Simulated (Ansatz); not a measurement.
Consider the following.

Li₂MgNb₄O₁₂:
```yaml
crystal:
  lattice:
    - [-5.16537, 0.00000, 0.00000]
    - [-2.58816, 2.10674, 8.52427]
    - [-2.56867, 4.88831, 0.00000]
  atoms:
    - { symbol: Li, position: [0.67264, 0.11449, 0.54114] }
    - { symbol: Li, position: [0.92026, 0.36270, 0.80332] }
    - { symbol: Mg, position: [0.18314, 0.60151, 0.03471] }
    - { symbol: Nb, position: [0.74634, 0.76224, 0.74555] }
    - { symbol: Nb, position: [0.25001, 0.24015, 0.25935] }
    - { symbol: Nb, position: [0.50699, 0.50316, 0.49715] }
    - { symbol: Nb, position: [0.99780, 0.99834, 0.99888] }
    - { symbol: O, position: [0.14759, 0.68092, 0.64131] }
    - { symbol: O, position: [0.66442, 0.19177, 0.11461] }
    - { symbol: O, position: [0.63332, 0.57457, 0.74796] }
    - { symbol: O, position: [0.14056, 0.07776, 0.22685] }
    - { symbol: O, position: [0.78016, 0.94864, 0.84999] }
    - { symbol: O, position: [0.27290, 0.45153, 0.36318] }
    - { symbol: O, position: [0.74466, 0.89031, 0.41086] }
    - { symbol: O, position: [0.22146, 0.39098, 0.93261] }
    - { symbol: O, position: [0.73682, 0.63327, 0.17081] }
    - { symbol: O, position: [0.22150, 0.14026, 0.67023] }
    - { symbol: O, position: [0.28208, 0.81377, 0.97960] }
    - { symbol: O, position: [0.78679, 0.32049, 0.49619] }
```

This is the r²SCAN-relaxed structure. x, y and z are the axes in which the lattice vectors are written.

Task: All from r²SCAN (plane waves, PAW; program Ansatz), unless another level is named. Give the Born charges (a third of the trace).

Result: Li +1.14 to +1.16, Mg +2.17, Nb +6.68 to +7.32, O -2.76 to -2.49 e.

Task: Next, the electronic dielectric constant ε∞ (DFPT)?

Result: 4.93 (xx), 4.72 (yy), 4.88 (zz).

Space group P1. The start of the workflow was typed in or built on a structure type; neither database checked (COD, Materials Project) lists it. Whether it is the stable phase at ambient conditions was not checked. The cell was relaxed with r²SCAN under the symmetry of its start; its stability against distortions is not shown here. No spin polarisation was allowed. Spin–orbit coupling is left out wherever it is not named.

Potentials: the later of the program's two PAW sets.
